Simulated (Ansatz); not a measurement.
# CdPtC6N6, one structure, two calculations

Cell: a structure deposited in the COD, its atoms then relaxed with PBE in this cell.

```cif
data_CdPtC6N6
_symmetry_space_group_name_H-M 'Fm-3m'
_symmetry_Int_Tables_number 225
_cell_length_a 10.9461
_cell_length_b 10.9461
_cell_length_c 10.9461
_cell_angle_alpha 90.000
_cell_angle_beta 90.000
_cell_angle_gamma 90.000
loop_
_atom_site_label
_atom_site_type_symbol
_atom_site_symmetry_multiplicity
_atom_site_Wyckoff_symbol
_atom_site_fract_x
_atom_site_fract_y
_atom_site_fract_z
Cd Cd 4 b 0.5000 0.5000 0.5000
Pt Pt 4 a 0.0000 0.0000 0.0000
C C 24 e 0.5000 0.8167 0.5000
N N 24 e 0.5000 0.7110 0.5000
```

One atom of each set is listed; the run and its k-mesh use a cell of 14 atoms with edges of 7.74, 7.74, 7.74 Å.

First run. Level of theory: DFT, PBE, plane waves and PAW, scalar-relativistic, 420 eV cutoff, Γ-centred 5×5×5 k-points, Fermi–Dirac smearing 0.05 eV (Ansatz 0.2.0).

| site | V_zz (10²¹ V/m²) | η |
| --- | --- | --- |
| C | -3.81 | 0.00 |
| N | -5.87 | 0.00 |

Second run. The same atoms and settings, except that the functional is r2SCAN and the cutoff is 500 eV.

(1) Given the first result, estimate the second.

Answers

(1) 

```json
{"site": "C", "V_zz": "-4.17", "η": "0.00", "change of V_zz": "-0.36"}
{"site": "N", "V_zz": "-6.15", "η": "0.00", "change of V_zz": "-0.28"}
```

The largest change of V_zz is on C, from -3.81 to -4.17. In per cent, |V_zz| changes by +9 on C, +5 on N (all sites that start above 0.5). Sites without a gradient aren't listed.

Without spin–orbit coupling the gradients at and beside Pt can be off by some per cent, at some sites by more. The database entry as given showed forces above 3 eV/Å or a pressure above 30 GPa, though relaxing it moves no atom far.
For the second run: The largest force is 0.9 eV/Å, so the atoms aren't at the calculated equilibrium and relaxing them would move these values.
